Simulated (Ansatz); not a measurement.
**Is this Ni result the lowest state?**

System: Ni, a measured crystal structure (space group Fm-3m, primitive cell doubled); the cell holds 2 atoms. The computed pressure is over 10 GPa in size, so the cell is far from the computed equilibrium volume. Source: COD entry 9013003, which need not be the ambient phase.

Theory: DFT, r2SCAN, PAW, plane waves, scalar-relativistic (Ansatz development build ahead of 0.2.0).

```yaml
crystal:
  lattice:
    - [0.0, 3.5481, 3.5481]
    - [1.77405, 0.0, 1.77405]
    - [1.77405, 1.77405, 0.0]
  atoms:
    - { symbol: Ni, position: [0.0, 0.0, 0.0], spin: 2.0 }
    - { symbol: Ni, position: [0.5, 0.0, 0.0], spin: -2.0 }
magnetization:
  spin_polarized: true
hamiltonian:
  xc: r2scan
  pseudopotentials: { kind: paw }
basis:
  ecutwfc: 500
kpoints:
  mp_grid: { grid: [6, 12, 12] }
scf:
  occupations: { method: fermi_dirac, width: 0.1 }
  lower_state_search: "off"
output:
  forces: true
  stress: true
```

Wall time and machine: 6.4 s on 2 threads of x86-64 server CPU, on a shared host, peak memory 0.5 GiB.

The end of the output:

```
SCF converged after 17 iterations
Magnetization: 0.0000 μB (18.0000 up, 18.0000 down)
Absolute magnetization: 1.0720 μB (∫|ρ↑−ρ↓|, with the PAW one-centre terms)
Spin contamination: 0.4049 ħ² per cell (⟨S²⟩ above its minimum at these occupations)
Per-site moments (μB) at R_I (Å): [(0.5123, 1.0349), (-0.5123, 1.0349)]
Free energy (F): -11690.397688 eV
Harris-Foulkes:  -11690.397688 eV  (|F-HF|=5.26e-9)
Internal energy: -11690.288436 eV  (E = F + TS)
E sigma→0 (E₀):  -11690.343062 eV
Entropy (-TS):   -0.109252 eV (-54.626 meV/atom)
Fermi energy:    17.273316 eV
--- Forces (eV/Å), atoms counted from 1 ---
  atom   1  Ni    -0.00000000     0.00000000    -0.00000000
  atom   2  Ni     0.00000000    -0.00000000     0.00000000
--- Stress (GPa, compression-positive) ---
      -12.044164      -0.771277      -0.771277
       -0.771277     -12.044164       0.771277
       -0.771277       0.771277     -12.044164
  P = ⅓ Tr σ = -12.0442 GPa (-120.442 kbar)
```

r2SCAN tends to overstate moments and magnetic energies in itinerant metals.

Site moments are taken inside atomic spheres and don't add up to the total.

Question: The run converged. Is this the lowest state of the cell, and if not, what lies lower and how is it reached?

Answer: No. A state 90.6 meV/atom (0.181 eV per cell) lower exists in this cell: ferromagnetic, site moments Ni1 0.82, Ni2 0.82 μB, total 1.50 μB per cell, no gap on the k-mesh. It was reached from: parallel moments, default search for lower states [Ni1 2.00, Ni2 2.00 μB]; a moment on one site alone, plain SCF [Ni1 2.00 μB]. The wrong state matters: the pressure is -11.2 GPa there against -12.0 GPa here. This multiple of the primitive cell fits some opposed orders; other multiples fit others. Only collinear orders within this cell were tried; the true ground state may need a larger cell.
